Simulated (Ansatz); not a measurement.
The cell is COD entry 1542138, as deposited and not checked against the literature; nothing was relaxed. The listed cell was then made from it by scaling, straining or moving an atom.

An input for Ba₂Cd: DFT, PBEsol, all-electron PAW with datasets made for the crystal, scalar-relativistic (Ansatz 0.2.0).

Command: `ansatz run input.yaml --threads 1 --pin off --max-ram 4096MiB --backend cpu --events-out ev --progress --plain --runs-dir out` The run took 110 s on 1 thread of Arm Neoverse V1 (shared host), peak memory 1.7 GiB.

```yaml
crystal:
  lattice:
    - [-2.136, 2.136, 7.676]
    - [2.136, -2.136, 7.676]
    - [2.136, 2.136, -7.676]
  atoms:
    - { symbol: Ba, position: [0.37, 0.37, 0.0] }
    - { symbol: Ba, position: [0.63, 0.63, 0.0] }
    - { symbol: Cd, position: [0.0, 0.0, 0.0] }
kpoints:
  mp_grid: { grid: [14, 14, 14] }
scf:
  occupations: { method: fermi_dirac, width: 0.05 }
hamiltonian:
  xc: pbesol
  pseudopotentials: { kind: all_electron, datasets: crystal }
output:
  forces: true
  stress: true
  eigenvalues: true
  efg: { contact_densities: true }
```

The results part of the log:

```
1 of the run's printed levels, from 9.64 eV on, may lie off, as they stand: their residual norms reach 0.024 eV (residual_norms_ev in the JSON report holds each one's)
SCF 1 converged in 10 iterations: F = -594736.490139 eV  dr2 = 1.34e-8
  Residual-converged pass: ⟨swp⟩=4.9  Hψ=17553  notcnv=0  max |occ|·‖R‖ = 6.4e-6 eV (tolerance 6.5e-6 eV)  dr2=1.46e-8  dr2_onsite=8.88e-9  max |Δocc| = 3.1e-8
  greatest PAW one-centre occupation: 0.960 electrons in one spin orbital (limit 2), on the Cd atom at site 2 (counted from 0), in its partial waves of l = 2
SCF converged after 10 iterations
Free energy (F): -594736.490139 eV
Harris-Foulkes:  -594736.490139 eV  (|F-HF|=6.05e-9)
Internal energy: -594736.462439 eV  (E = F + TS)
E sigma→0 (E₀):  -594736.476289 eV
Entropy (-TS):   -0.027699 eV (-9.233 meV/atom)
Past the cutoff: the bands carry plane waves up to 1.75 times it, of which those up to 1.5 times it add -0.000369 eV an atom, each by itself; the spheres take 0.000321 eV an atom off the energy for waves past 1.75 times it
By the cutoff:   a pressure is off by up to 0.005 GPa (1.2 times the spheres' own share and the shells' term, over an atom's volume, and 0.004 GPa: a bound that held against runs at twice the plane waves)
Past the cutoffs: a stress includes 0.0007 GPa for waves and charges beyond them, in addition to the slope of what the spheres take
In the spheres:  the bands' charges fall short by 1.3e-6 e at most (sound up to 1e-3)
Fermi energy:    9.144429 eV
--- Per-component energies (eV) ---
  The terms above E_closure are by the made datasets' own strengths, without shells solved beside the bands.
--- Forces (eV/Å), atoms counted from 1 ---
  atom   1  Ba     0.00000000    -0.00000000     0.02914700
  atom   2  Ba     0.00000000    -0.00000000    -0.02914700
  atom   3  Cd     0.00000000     0.00000000    -0.00000000
  max |Σ_I F_I| component: 3.47e-18 eV/Å
--- Stress (GPa, compression-positive) ---
       -0.926800       0.000000       0.000000
        0.000000      -0.926800      -0.000000
        0.000000      -0.000000      -0.977945
  P = ⅓ Tr σ = -0.9438 GPa (-9.438 kbar)
--- PAW observables at the nuclei: V_zz in 10²¹ V/m², potentials from the cell's mean, atoms counted from 1 ---
  atom   1  Ba V_zz =    +1.010798   η = 0.0000   by run symmetry: allowed
            electrostatic potential = -9618.213782 V   contact ρ = 2062290.590472 e/Å³
  atom   2  Ba V_zz =    +1.010798   η = 0.0000   by run symmetry: allowed
            electrostatic potential = -9618.213782 V   contact ρ = 2062290.590472 e/Å³
  atom   3  Cd V_zz =    +1.623384   η = 0.0000   by run symmetry: allowed
            electrostatic potential = -7702.158927 V   contact ρ = 1034430.418818 e/Å³
--- Band table (eV; the first three rows and the last of 244) ---
  k-point 0: bands = ["-19.4811", "-19.4421", "-4.9566", "-4.4652", "-4.4652", "-4.4633", "-4.4633", "-4.4444", "0.6803", "0.7342", "0.7488", "0.7548", "0.7548", "4.6042", "7.8071", "8.7579", "9.7580", "9.9696", "10.3932", "11.1606"]
  k-point 1: bands = ["-19.4784", "-19.4401", "-4.9467", "-4.4882", "-4.4856", "-4.4829", "-4.4804", "-4.4393", "0.6893", "0.7367", "0.7474", "0.7489", "0.7536", "4.7072", "7.9509", "8.6749", "9.8394", "9.9316", "10.4121", "11.1577"]
  k-point 2: bands = ["-19.4708", "-19.4343", "-4.9199", "-4.5539", "-4.5321", "-4.5308", "-4.5275", "-4.4364", "0.7142", "0.7356", "0.7381", "0.7488", "0.7504", "4.9885", "8.3452", "8.5388", "9.7745", "10.0557", "10.4786", "11.2448"]
  k-point 243: bands = ["-19.4695", "-19.4538", "-4.8168", "-4.6008", "-4.4965", "-4.4965", "-4.4316", "-4.4316", "0.6802", "0.7327", "0.7488", "0.7549", "0.7549", "4.8519", "6.9874", "9.5076", "9.5346", "10.3036", "10.4441", "10.8254"]
```
